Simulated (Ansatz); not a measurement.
Data:

WO$_{3}$:
```
WO3
1.0
    7.38932     0.00000     0.00000
   -3.69466     6.39934     0.00000
    0.00000     0.00000     3.79952
W O
3 9
Cartesian
  1.84733   3.19967   0.00000
 -1.84733   3.19967   0.00000
  3.69466   0.00000   0.00000
  0.00000   2.74610   0.00000
  3.69466   3.65324   0.00000
  5.01113   1.37305   0.00000
 -1.31647   5.02629   0.00000
  1.31647   5.02629   0.00000
  2.37819   1.37305   0.00000
 -1.84733   3.19967   1.89976
  3.69466   0.00000   1.89976
  1.84733   3.19967   1.89976
```

This is the PBEsol-relaxed structure.

Problem. All from PBEsol in the plane-wave PAW code Ansatz, unless another level is named. Predict the HSE06 gap on the PBEsol cell.

Solution. 1.73 eV.

Problem. Predict the formation energy from the elements (no fitted shifts).

Solution. -2.13 eV/atom.

Problem. Give the gap with spin–orbit coupling.

Solution. 0.55 eV.

Problem. Give the valence-band maximum.

Solution. at A.

Problem. Next, the weight of the valence-edge state by species (Voronoi cells)?

Solution. O 99 %.

Space group P6/mmm. The first step of the workflow began from a Materials Project structure, measured or hypothetical; the Crystallography Open Database files this formula in space group No. 191, but the cells were not matched. Its standing as an ambient phase is unchecked. The PBEsol relaxation kept the symmetry of its start; whether a distortion lowers the energy is not shown. The run is not spin-polarised. No Hubbard U is applied. The references are the lowest solids computed at this level, not always the standard phases (solids in place of the gases). Scalar-relativistic: spin–orbit coupling is off unless named, which matters more the heavier the elements.

Potentials: the later of the program's two PAW sets.
